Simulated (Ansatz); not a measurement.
Input, command and steps of an Ansatz relaxation.

```yaml
crystal:
  lattice:
    - [-2.1099534094, 2.1099534094, 6.6313387879]
    - [2.1099534094, -2.1099534094, 6.6313387879]
    - [2.1099534094, 2.1099534094, -6.6313387879]
  atoms:
    - { symbol: Ba, position: [0.1384647471, 0.1384647471, 0.0] }
    - { symbol: Ba, position: [0.8615352529, 0.8615352529, 0.0] }
    - { symbol: Ru, position: [0.5, 0.5, 0.0] }
    - { symbol: "N", position: [0.6382303456, 0.6382303456, 0.0] }
    - { symbol: "N", position: [0.3617696544, 0.3617696544, 0.0] }
basis:
  ecutwfc: 420
kpoints:
  mp_grid: { grid: [12, 12, 12] }
hamiltonian:
  xc: pbe
scf:
  occupations: { method: gaussian, width: 0.1 }
output:
  forces: true
  stress: true
  eigenvalues: true
  write_density: true
  write_potential: true
  elf: true
  volumetric_format: npy
relax:
  adjacent_minimum: "off"
  f_tol: 0.01
  max_steps: 30
  cell: { stress_tol: 0.1, fix: [volume] }
```

```bash
ansatz run input.yaml --threads 1 --pin off --max-ram 2560MiB --backend cpu --events-out ev --progress --plain --runs-dir out
```

Method: Ansatz 0.2.0, DFT PBE, scalar-relativistic, plane waves, PAW.

The volume is held at 1.03 times that of the relaxed cell.

Of 5 frames 4 are shown, positions in Å and forces in eV/Å; the SCF threshold varies from step to step. Steps run on the plane waves of an earlier cell, with a Pulay correction in the pressure. The basis is chosen afresh for the last frame, the zero of the energies, and at times for earlier ones too; energy and pressure step there, also at an unchanged geometry. The mark taken_back stands on steps that the optimiser undid.

```xyz
5
Lattice="-2.1100 2.1100 6.6313 2.1100 -2.1100 6.6313 2.1100 2.1100 -6.6313" Properties=species:S:1:pos:R:3:forces:R:3 pbc="T T T" step=1 free_energy_over_end_meV_per_atom=1.58 pressure_GPa=-2.27
Ba    0.0000    0.0000    1.8364    0.0000    0.0000   -0.0144
Ba    0.0000    0.0000   11.4263    0.0000    0.0000    0.0144
Ru    0.0000    0.0000    6.6313    0.0000    0.0000    0.0000
N     0.0000    0.0000    8.4646    0.0000    0.0000   -0.4962
N     0.0000    0.0000    4.7980    0.0000    0.0000    0.4962
5
Lattice="-2.1115 2.1115 6.6216 2.1115 -2.1115 6.6216 2.1115 2.1115 -6.6216" Properties=species:S:1:pos:R:3:forces:R:3 pbc="T T T" step=2 free_energy_over_end_meV_per_atom=0.09 pressure_GPa=-1.68
Ba    0.0000    0.0000    1.8249    0.0000    0.0000    0.0365
Ba    0.0000    0.0000   11.4182    0.0000    0.0000   -0.0365
Ru    0.0000    0.0000    6.6216    0.0000    0.0000    0.0000
N     0.0000    0.0000    8.4422    0.0000    0.0000   -0.1033
N     0.0000    0.0000    4.8009    0.0000    0.0000    0.1033
5
Lattice="-2.1107 2.1107 6.6266 2.1107 -2.1107 6.6266 2.1107 2.1107 -6.6266" Properties=species:S:1:pos:R:3:forces:R:3 pbc="T T T" step=3 free_energy_over_end_meV_per_atom=0.38 pressure_GPa=-1.47 taken_back
Ba    0.0000    0.0000    1.8460    0.0000    0.0000   -0.1137
Ba    0.0000    0.0000   11.4071    0.0000    0.0000    0.1137
Ru    0.0000    0.0000    6.6266    0.0000    0.0000    0.0000
N     0.0000    0.0000    8.4422    0.0000    0.0000    0.0894
N     0.0000    0.0000    4.8109    0.0000    0.0000   -0.0894
5
Lattice="-2.1114 2.1114 6.6222 2.1114 -2.1114 6.6222 2.1114 2.1114 -6.6222" Properties=species:S:1:pos:R:3:forces:R:3 pbc="T T T" step=5 free_energy_over_end_meV_per_atom=0.00 pressure_GPa=-1.55
Ba    0.0000    0.0000    1.8297    0.0000    0.0000    0.0000
Ba    0.0000    0.0000   11.4147    0.0000    0.0000    0.0000
Ru    0.0000    0.0000    6.6222    0.0000    0.0000    0.0000
N     0.0000    0.0000    8.4399    0.0000    0.0000   -0.0010
N     0.0000    0.0000    4.8044    0.0000    0.0000    0.0010
```

Time: 98 s on 1 thread of Intel(R) Xeon(R) 6975P-C (Granite Rapids), with other jobs on the host, peak memory 0.78 GiB.